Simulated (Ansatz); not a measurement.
Strain response of SrPb

Computed with DFT PBEsol, scalar-relativistic, plane waves, PAW in Ansatz. (420 eV cutoff, 8×4×8 k-mesh, Gaussian smearing of 0.10 eV, no spin polarisation)

Starting point, cell and atoms relaxed:

```xyz
8
Lattice="5.0327 0.0000 0.0000 0.0000 12.1962 0.0000 0.0000 0.0000 4.6102" Properties=species:S:1:pos:R:3 pbc="T T T"
Sr    0.0000    1.6349    1.1525
Sr    2.5164    4.4632    3.4576
Sr    2.5164    7.7330    1.1525
Sr    0.0000   10.5613    3.4576
Pb    0.0000    5.0675    1.1525
Pb    2.5164    1.0306    3.4576
Pb    2.5164   11.1655    1.1525
Pb    0.0000    7.1287    3.4576
```

Deformation: biaxial strain in the a-b plane, with the length and tilt of c and the atoms relaxed, all within the symmetry that the strain leaves. Energies are extrapolated to zero smearing. On this cell's mesh the reference holds a stress of up to 0.11 GPa.

Spin–orbit coupling is left out, which can shift energies with elements as heavy as these.

| strain (%) | ΔE (meV/atom) | a (Å) | b (Å) | c (Å) |
| --- | --- | --- | --- | --- |
| -6.0 | 54.6 | 4.731 | 11.464 | 4.830 |
| -4.0 | 22.3 | 4.831 | 11.708 | 4.752 |
| -2.0 | 4.9 | 4.932 | 11.952 | 4.684 |
| +0.0 | 0.0 | 5.033 | 12.196 | 4.610 |
| +2.0 | 5.7 | 5.133 | 12.440 | 4.563 |
| +4.0 | 21.1 | 5.234 | 12.684 | 4.516 |
| +6.0 | 44.9 | 5.335 | 12.928 | 4.475 |

(1) What stiffness (1/V) d²E/dε² at zero strain does a cubic fit over all points give?

(2) How does the free axis c answer a small strain?

Results:

(1) A cubic fit gives (1/V) d²E/dε² = 126 GPa at zero strain (twice the biaxial modulus).

(2) Between the innermost points its strain is -0.66 times the applied one.